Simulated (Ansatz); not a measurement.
Relaxed-ion elastic tensor of LaSb (rock salt, Fm-3m) in GPa (Voigt order), PBEsol in the plane-wave PAW code Ansatz; density 6.44 g/cm³, 33.58 Å³ per atom.

```
 143  14.2  14.2   0.0   0.0   0.0
14.2   143  14.2   0.0   0.0   0.0
14.2  14.2   143   0.0   0.0   0.0
 0.0   0.0   0.0  17.8   0.0   0.0
 0.0   0.0   0.0   0.0  17.8   0.0
 0.0   0.0   0.0   0.0   0.0  17.8
```

Q: Is the crystal mechanically stable?

A: Yes: the smallest eigenvalue of C is 17.8 GPa.

Q: Work out the Voigt, Reuss and Hill averages.

A: K_V = 57.1, K_R = 57.1, K_H = 57.1; G_V = 36.4, G_R = 25.0, G_H = 30.7 GPa.

Q: Give Young's modulus, Poisson's ratio, Pugh's ratio and the universal anisotropy index.

A: E = 9KG/(3K + G) = 78.1 GPa; ν = 0.27; K/G = 1.86 (ductile by the Pugh limit of 1.75); A_U = 5G_V/G_R + K_V/K_R − 6 = 2.27.

Q: Estimate the sound speeds and the Debye temperature.

A: v_l = √((K + 4G/3)/ρ) = 3900 m/s, v_t = √(G/ρ) = 2180 m/s, mean 2430 m/s; Θ = (h/k)(3n/4πV)^(1/3) v_m = 224 K.

Q: Give the Zener ratio and Young's modulus along [100], [110] and [111].

A: A = 2C44/(C11 − C12) = 0.28; 1/E = S11 − 2(S11 − S12 − S44/2)Γ with Γ = 0, 1/4, 1/3 gives 140, 57.8, 48.3 GPa.

Q: Solve the Christoffel equation for the three sound speeds along [100], [110], [111].

A: Eigenvalues of C_ijkl n_j n_l equal ρv². In km/s, slowest first: [100] 1.66, 1.66, 4.71; [110] 1.66, 3.16, 3.87; [111] 2.75, 2.75, 3.54.

The workflow started from an entry of the Crystallography Open Database (COD). Whether it is the stable phase at ambient conditions was not checked. The cell was relaxed with PBEsol under the symmetry of its start; of distortions, only those at the zone centre were tested. As this level gives no gap, shear constants depend on the k-mesh and smearing (Fermi–Dirac, 0.1 eV here). Scalar-relativistic: spin–orbit coupling is off unless named, which matters more the heavier the elements.

Potentials: the later of the program's two PAW sets.
